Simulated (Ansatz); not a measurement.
## SiO2: a ladder of calculations

Cell of run 1: a COD entry (the cell was measured well above room temperature), atoms as given.

Space group P4_12_12 (No. 92); a = 4.9890, c = 6.9910 Å.

| site | Wyckoff | site symmetry | x | y | z |
| --- | --- | --- | --- | --- | --- |
| Si | 4a | ..2 | 0.2977 | 0.2977 | 0.0000 |
| O | 8b | 1 | 0.2410 | 0.0999 | 0.1760 |

One atom of each set is listed.

Relaxed positions (PBE, cell held):

Si (0.3028, 0.3028, 0.0000)
O (0.2377, 0.1119, 0.1826)

All runs are DFT with Ansatz 0.2.0 (plane waves and PAW, scalar-relativistic unless spin–orbit coupling is named, Γ-centred meshes, Fermi–Dirac smearing where given) in this cell.

Run 1: PBE, atoms as given; 420 eV, 4×4×3 k-points, smearing 0.02 eV.
Run 2: PBE, atoms relaxed; 420 eV, 4×4×3 k-points, smearing 0.02 eV.
Run 3: r2SCAN, at the relaxed atoms; 500 eV, 4×4×3 k-points, smearing 0.02 eV.

| run | Si V_zz (η) | O V_zz (η) |
| --- | --- | --- |
| 1 | -0.32 (0.45) | 9.21 (0.12) |
| 2 | ? | ? |
| 3 | -0.39 (0.65) | 9.42 (0.17) |

V_zz in 10²¹ V/m².

Q: Estimate the row of run 2.

A: Si: -0.39 (0.70); O: 9.54 (0.18). It lies nearest to run 3, from whose tensors on these sites it differs by 0.13 at most (largest principal value of the difference, on O). Taken one at a time, the positions of the atoms (as given or relaxed) move the tensors on these sites by up to 0.49 (largest principal value of the change, on O), the functional (r2SCAN with its higher cutoff) by 0.13 (O).

In runs 1, 3 the atoms aren't at the calculated equilibrium (largest force 0.45, 0.28 eV/Å). The cell isn't the equilibrium one in run 1 (calculated pressure 7 GPa), and the entry's cell may itself be off.
